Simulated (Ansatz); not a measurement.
# Structure optimisation: rubidium, hcp

Level of theory: DFT, PBEsol, plane waves (420 eV) with PAW, scalar-relativistic in Ansatz 0.2.0. The PAW files were generated under PBE, with cores re-solved for the functional.

k-point mesh 7×7×4, Fermi-Dirac smearing 0.1 eV, no spin polarisation. Cell and atoms relax.

Starting structure:

```xyz
2
Lattice="4.9757 0.0000 0.0000 -2.4878 4.3091 0.0000 0.0000 0.0000 8.1253" Properties=species:S:1:pos:R:3 pbc="T T T"
Rb    0.0000    2.8727    2.0313
Rb    2.4878    1.4364    6.0939
```

**Question.** What cell does the relaxation end in?

**Answer.** P6_3/mmc with a = 4.976 Å, c = 8.125 Å (c/a = 1.633); 87.10 Å³ per atom against 87.10 at the start (0.0 %).

**Question.** How much energy does the relaxation gain?

**Answer.** 0.0 meV per atom.
